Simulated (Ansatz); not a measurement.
A single-point run of Ansatz (plane waves, PAW) on a free-standing 2H monolayer of MoTe2, with the lines that name the functional removed. The cell was relaxed with r2SCAN and then strained (in-plane biaxial -3.0 %), with the atoms relaxed again with r2SCAN; k points keep the names of the unstrained zone.

```cif
data_structure
_symmetry_space_group_name_H-M 'P 1'
_symmetry_Int_Tables_number 1
_cell_length_a 3.4545
_cell_length_b 3.4545
_cell_length_c 31.5342
_cell_angle_alpha 90.000
_cell_angle_beta 90.000
_cell_angle_gamma 120.000
_cell_volume 325.90
loop_
_atom_site_label
_atom_site_type_symbol
_atom_site_fract_x
_atom_site_fract_y
_atom_site_fract_z
_atom_site_occupancy
Mo1 Mo 0.33333 0.66667 0.28540 1
Te1 Te 0.66667 0.33333 0.34341 1
Te2 Te 0.66667 0.33333 0.22740 1
```
Periodic in the plane only; c spans the vacuum.

```
scf.n_extra_bands = 4 over 23 filled bands (N_el = 46.0): the run solves 27 bands
Crystal: 3 atoms, lattice volume = 325.903 Å³
Basis set: ecut = 500 eV, 8323 PW (Γ)
Symmetry: 12 space group operations
Space group: P-6m2 (ITA 187)
k-points: 19 of 144 (time reversal used)
SCF 1 converged in 7 iterations: F = -18958.020316 eV  dr2 = 6.29e-8
NSCF: frozen V_eff on 4 k-points
SCF converged after 7 iterations
Free energy (F): -18958.020316 eV
Fermi energy:    -4.921800 eV
--- Forces (eV/Å), atoms counted from 1 ---
  atom   1  Mo      0.00000      0.00000      0.00000
  atom   2  Te      0.00000      0.00000      0.00217
  atom   3  Te      0.00000      0.00000    -0.00217
--- 2D stress c σ (N/m, compression-positive) ---
        3.660536       0.000000       0.000000
        0.000000       3.660536       0.000000
        0.000000       0.000000       0.000000
  P = ½ c Tr σ = 3.6605 N/m
--- Band table (eV; the first three rows and the last of 19) ---
  k-point 0: bands = […, -7.1112, -6.5718, -6.5718, -5.7565, -5.7565, -5.6681, -1.4286, -1.4286, -1.1391, -1.1391]
  k-point 1: bands = […, -7.2510, -6.8019, -6.4815, -5.8990, -5.7329, -5.6602, -1.8500 (-1.8500°), -1.7529 (-1.7529°), -1.3816, -1.3523]
  k-point 2: bands = […, -7.6098, -7.4251, -6.2498, -6.2269, -5.8866, -5.6976, -2.7559, -2.4196, -1.9298, -1.1937]
  k-point 18: bands = […, -9.7669, -9.1028, -8.2952, -8.0602, -6.9771, -4.9218, -3.5213, -3.0636, -2.0839, -0.3709]
```

The file bands.tsv (bands near the Fermi energy, numbered from 0, rounded):
```tsv
# k_distance	band_18	band_19	band_20	band_21	band_22	band_23	band_24	band_25	band_26
# fermi_ev = -4.921800
# [0, 0, 0] at k_distance = 0.000000
# [0.5, 0, 0] at k_distance = 1.050102
# [0.3333333333, 0.3333333333, 0] at k_distance = 1.656379
# [0.190104, 0.190104, 0] at k_distance = 2.177398
# levels_relative_to = fermi_ev
0.000	-1.650	-1.650	-0.835	-0.835	-0.746	3.493	3.493	3.783	3.783
1.050	-3.609	-2.426	-2.002	-0.882	-0.194	1.706	1.979	3.586	3.948
1.656	-4.181	-3.373	-3.138	-2.055	0.000	1.400	1.858	2.838	4.551
2.177	-3.598	-2.965	-1.913	-1.180	-0.482	1.268	2.017	2.239	3.725
```
In order the rows are Γ, M, K, Γ–K (0.57).

Problem. Which functional gave these numbers?
A. HSE06
B. LDA
C. r2SCAN
D. PBE

Solution. C. r2SCAN. The cutoff of 500 eV is the one that these potentials recommend for a meta-GGA. There is no exchange loop, so no exact exchange. With r2SCAN the valence top lies at K and the conduction bottom at Γ–K (0.57 of the way from Γ), 1.27 eV higher; the smallest vertical gap, at K, is 1.40 eV. The log narrows the family; the member has to be judged from the numbers.

Run as `ansatz run input.yaml --threads 4 --pin off --max-ram 5529MiB --backend cpu --events-out ev --progress --plain --runs-dir out`. Wall time 12 s on 4 threads of Arm Neoverse V2 (shared host); peak host memory 1.2 GiB.

Calculated for a static, non-magnetic cell.

Spin-orbit coupling is left out, which matters wherever the heavy atoms make up the band edges.
